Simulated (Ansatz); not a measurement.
**Lu$_{3}$Sc$_{2}$O (I4/mmm)**

The calculation used DFT PBE, scalar-relativistic, plane waves, PAW (Ansatz 0.2.0).

Settings: cutoff 420 eV, Γ-centred mesh 10×10×10 on the computed 6-atom cell, Gaussian smearing of 0.10 eV; no spin polarisation.

The structure is relaxed at this level of theory with its symmetry kept, and needn't be the ground state of this composition.

```
Lu Sc O
1.0
    -2.78635    2.78635    4.87536
     2.78635   -2.78635    4.87536
     2.78635    2.78635   -4.87536
Lu Sc O
3 2 1
Direct
  0.50000 0.00000 0.50000
  0.00000 0.50000 0.50000
  0.00000 0.00000 0.00000
  0.70612 0.70612 0.00000
  0.29388 0.29388 0.00000
  0.50000 0.50000 0.00000
```

Task: Formation energy from the elements' standard states (uncorrected)?

Result: -0.165 eV/atom.

Task: Kohn–Sham band gap?

Result: none (metal).

Task: Density of states at the Fermi level?

Result: 6.6 states/eV per cell.

Task: Orbital (Löwdin) character within 0.5 eV of the Fermi level?

Result: Lu 5d 51 %, Sc 3d 36 %.

Task: Bader charge by site (e)?

Result: Lu (2 in the cell) 0.51, Lu (1 in the cell) -1.66, Sc (2 in the cell) 1.05, O (1 in the cell) -1.48.

Spin-orbit coupling is left out, which matters for the bands of heavy elements. Spin polarisation was left out, and a magnetic state may lie lower.

Another cell of Lu3Sc2O relaxed alike, in P4/mmm, lies 0.34 eV/atom lower, so this cell isn't the stable form at this level.

The cell was found from a structure generator's guess, not taken from experiment. Löwdin shares on free-atom orbitals overweight diffuse shells.
